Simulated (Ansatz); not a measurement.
Consider the following.

Al2Au:
```
Al2Au
1.0
   -1.80786     1.80786     3.83280
    1.80786    -1.80786     3.83280
    1.80786     1.80786    -3.83280
Au Al
1 2
Direct
  0.00000   0.00000   0.00000
  0.33570   0.33570   0.00000
  0.66430   0.66430   0.00000
```

This is the PBEsol-relaxed structure.

Q: All from the program Ansatz at the PBEsol level (PAW), unless another level is named. Give the highest zone-centre frequency.

A: 423 cm⁻¹.

Q: Give the bulk modulus (Birch–Murnaghan fit).

A: 101 GPa.

Space group I4/mmm (MoSi2 or CaC2 type). The cell is a constructed one: a structure type filled with these elements; neither database checked (COD, Materials Project) lists it. COD files the formula under space group No. 225. Its standing as an ambient phase is unchecked. The PBEsol relaxation kept the symmetry of its start; its stability against distortions is not shown here. As this level gives no gap, phonon frequencies hold no LO–TO term and depend on the k-mesh and smearing (Fermi–Dirac, 0.1 eV here). Scalar-relativistic: spin–orbit coupling is off unless named, which matters more the heavier the elements.

Potentials: the later of the program's two PAW sets.
